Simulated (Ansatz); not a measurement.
ZnCdO2 in space group P3m1 (No. 156; Zn on 1a, Cd on 1c, O on 1c, O on 1a) at seven volumes, LDA (plane waves, PAW; program Ansatz), shape and atoms relaxed at each. One row is withheld.

```json
[
 {"V (Å³/atom)": "12.069", "P (GPa)": "14.47"},
 {"V (Å³/atom)": "12.467", "P (GPa)": "8.94"},
 {"V (Å³/atom)": "12.864", "P (GPa)": "4.15"},
 {"V (Å³/atom)": "13.262", "P (GPa)": "0.00"},
 {"V (Å³/atom)": "13.660", "P (GPa)": "?"},
 {"V (Å³/atom)": "14.058", "P (GPa)": "-6.60"},
 {"V (Å³/atom)": "14.456", "P (GPa)": "-9.19"}
]
```

Fit the shown pressures and predict the withheld one.

P = (3/2)B₀(x^(7/2) − x^(5/2))[1 + (3/4)(B′ − 4)(x − 1)] with x = (V₀/V)^(2/3). Least squares on the six rows gives V₀ = 13.264 Å³/atom, B₀ = 127 GPa, B′ = 3.99. At V = 13.660, x = 0.9806 and P = -3.52 GPa. The run itself gave -3.57 GPa.

The workflow started from a Materials Project entry (that database holds measured and hypothetical structures alike); the Crystallography Open Database copy checked does not list it. Its standing as an ambient phase is unchecked. The LDA relaxation kept the symmetry of its start; of distortions, only those at the zone centre were tested.

Potentials: the later of the program's two PAW sets.
